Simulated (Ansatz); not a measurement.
The start is a generated cell, La built in the AFLOW prototype A_hR3_166_ac (C19, as in Sm). The cell and all atomic positions are relaxed at zero pressure with r2SCAN (plane waves to 500 eV, PAW, scalar-relativistic; Ansatz, a program for electronic structure). First-step values are on the input's coarse k-mesh.

Ansatz input (later rounds restart from its end on a renewed k-mesh):
Ansatz 0.2 input:
```yaml
crystal:
  lattice:
    - [1.8852778, 1.0884656, 9.1127974]
    - [-1.8852778, 1.0884656, 9.1127974]
    - [0, -2.1769313, 9.1127974]
  atoms:
    - { symbol: La, position: [0, 0, 0] }
    - { symbol: La, position: [0.22222, 0.22222, 0.22222] }
    - { symbol: La, position: [0.77778, 0.77778, 0.77778] }
basis: { ecutwfc: 500, ecutrho_ratio: 4, xc_grid: 4, fft_grid_basis: typed }
kpoints: { mp_grid: { grid: [10, 10, 10] } }
hamiltonian:
  xc: r2scan
  dispersion: none
  pseudopotentials: { azcp: { folder: ./paw }, kind: paw }
scf: { occupations: { method: fermi_dirac, width: 0.05 } }
relax: { f_tol: 0.01, max_steps: 100, cell: { stress_tol: 0.02 } }
output: { forces: true, stress: true }
```

Task: What is the largest force in the starting geometry, and on which atom (counted from 1)?

Result: 0.08 eV/Å, on La2, La3 (atoms numbered as listed).

Task: By how much does the energy per atom fall from start to end?

Result: Under 0.01 eV/atom.

Task: What band gap does the relaxed structure have at this level?

Result: Zero (metallic).

Task: Give the final cell and atomic positions.

Result: 
```cif
data_La9
_chemical_formula_sum 'La9'
_space_group_name_H-M_alt 'R-3m :H'
_space_group_IT_number 166
_space_group_name_Hall '-R 3 2"'
_cell_length_a 3.79332
_cell_length_b 3.79332
_cell_length_c 27.07245
_cell_angle_alpha 90.000
_cell_angle_beta 90.000
_cell_angle_gamma 120.000
loop_
_atom_site_label
_atom_site_type_symbol
_atom_site_symmetry_multiplicity
_atom_site_Wyckoff_symbol
_atom_site_fract_x
_atom_site_fract_y
_atom_site_fract_z
_atom_site_occupancy
La1 La 3 a 0.00000 0.00000 0.00000 1
La2 La 6 c 0.00000 0.00000 0.22324 1
```
(The calculation used a cell of 3 atoms; values per cell refer to that cell.)

The space group stays R-3m (No. 166) (the run could not lower it); the end is AFLOW prototype A_hR3_166_ac (C19, as in Sm), with 3 atoms in the primitive cell. Final values are on a 14×14×14 k-mesh of the relaxed cell. No spin polarisation in the result.

The run could not lose the symmetry of its start, so the end can be a saddle point.

The relaxed structure here is a generated cell of La: the first start was made by placing the elements on the sites of a structure type, and the end was not matched to a known phase here, so it may be hypothetical. Known forms of La include space group No. 194.
